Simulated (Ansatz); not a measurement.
CaAlO2F:
```yaml
crystal:
  lattice:
    - [3.72672, 0.00000, 0.00000]
    - [0.00000, 3.72672, 0.00000]
    - [0.00000, 0.00000, 3.67661]
  atoms:
    - { symbol: Ca, position: [0.50000, 0.50000, 0.50000] }
    - { symbol: Al, position: [0.00000, 0.00000, 0.00000] }
    - { symbol: O, position: [0.50000, 0.00000, 0.00000] }
    - { symbol: O, position: [0.00000, 0.50000, 0.00000] }
    - { symbol: F, position: [0.00000, 0.00000, 0.50000] }
```

Relaxed with PBEsol. 

**Question.** HSE06 on this cell (Ansatz, a first-principles code, PAW) gives a gap of 5.26 eV. What does PBEsol give?

**Answer.** 3.38 eV.

Cost on shared cores: the PBEsol run (SCF on a 8×8×8 mesh, then bands and DOS) very roughly 22 core-seconds, the HSE06 run (SCF on 5×5×5, then a few points) very roughly 70 core-seconds; the tasks are unlike.

Space group P4/mmm. The start of the workflow was typed in or built on a structure type; neither database checked (COD, Materials Project) lists it. Its standing as an ambient phase is unchecked. The PBEsol relaxation kept the symmetry of its start. At this level the phase is dynamically unstable (imaginary phonons).

Potentials: the earlier of the program's two PAW sets. The files were generated under PBE; for other functionals the program regenerates the frozen cores, and for LDA and PBEsol the local potential too.

Ansatz is a plane-wave DFT program.
